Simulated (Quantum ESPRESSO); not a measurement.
## Band energies of AlBO3

```xyz
10
Lattice="2.2527 1.3006 4.6343 -2.2527 1.3006 4.6343 0.0000 -2.6012 4.6343" Properties=species:S:1:pos:R:3 pbc="T T T"
B      0.0000     0.0000    10.4272
B      0.0000     0.0000     3.4757
O      0.6936     1.3998     5.7929
O     -0.6936    -1.3998     8.1100
O     -1.5591    -0.0992     5.7929
O      1.5591     0.0992     8.1100
O      0.8655    -1.3006     5.7929
O     -0.8655     1.3006     8.1100
Al     0.0000     0.0000     6.9515
Al     0.0000     0.0000     0.0000
```

norm-conserving PBEsol (Quantum ESPRESSO, 84 Ry, without SOC); path ΓLB1,BZΓX,QFP1Z,LP; energies in eV from the valence-band maximum.

```
k (1/Å)  point  band 20  band 21  band 22  band 23  band 24  band 25  band 26  band 27
-------  -----  -------  -------  -------  -------  -------  -------  -------  -------
0.00         Γ    -1.08    -1.08    -0.86     0.00     0.00     6.05     6.08     8.34
0.21              -1.30    -1.13    -0.79    -0.24    -0.04     6.08     6.44     8.10
0.63              -1.56    -1.42    -1.05    -0.41    -0.21     6.50     7.10     8.12
0.84         L    -1.49    -1.35    -1.35    -0.28    -0.28     6.74     6.74     9.11
1.04              -1.61    -1.22    -1.22    -0.28    -0.28     6.82     6.82     9.06
1.24              -1.82    -1.05    -1.05    -0.31    -0.31     7.00     7.00     9.02
1.45        B1    -1.90    -1.01    -1.01    -0.44    -0.44     7.08     7.08     9.18
1.45         B    -1.90    -1.01    -1.01    -0.44    -0.44     7.08     7.08     9.18
1.84              -2.04    -1.17    -1.17    -0.66    -0.66     6.70     6.70     9.24
2.23         Z    -2.32    -0.64    -0.64    -0.64    -0.64     6.32     6.32     8.80
2.46              -2.12    -0.89    -0.89    -0.33    -0.33     5.82     7.16     7.73
2.91         Γ    -1.08    -1.08    -0.86     0.00     0.00     6.05     6.08     8.34
3.24              -1.64    -1.18    -0.63    -0.49    -0.12     6.21     6.83     7.87
3.58              -1.72    -1.13    -0.95    -0.39    -0.25     6.51     7.39     8.17
3.74              -1.56    -1.04    -1.03    -0.41    -0.22     6.74     7.26     8.64
3.91         X    -1.69    -1.07    -0.99    -0.47    -0.28     7.06     7.12     8.88
3.91         Q    -1.69    -1.07    -0.99    -0.47    -0.28     7.06     7.12     8.88
4.30         F    -1.74    -1.11    -0.92    -0.76    -0.48     6.71     7.79     9.24
4.30        P1    -1.59    -1.27    -0.92    -0.77    -0.48     6.63     7.50     9.41
4.47              -1.59    -1.51    -1.04    -0.76    -0.59     6.62     7.14     9.36
4.64              -1.99    -1.25    -0.92    -0.74    -0.61     6.53     6.72     9.15
4.98         Z    -2.32    -0.64    -0.64    -0.64    -0.64     6.32     6.32     8.80
4.98         L    -1.49    -1.35    -1.35    -0.28    -0.28     6.74     6.74     9.11
5.14              -1.43    -1.33    -1.12    -0.45    -0.26     6.57     7.01     9.15
5.45         P    -1.59    -1.27    -0.92    -0.77    -0.48     6.63     7.50     9.41
```

The PBEsol gap is 5.75 eV; at least one edge lies off the plotted path, at a point of the SCF mesh. The smallest direct gap is 5.86 eV.

Geometry of the Materials Project entry, not relaxed at this level.
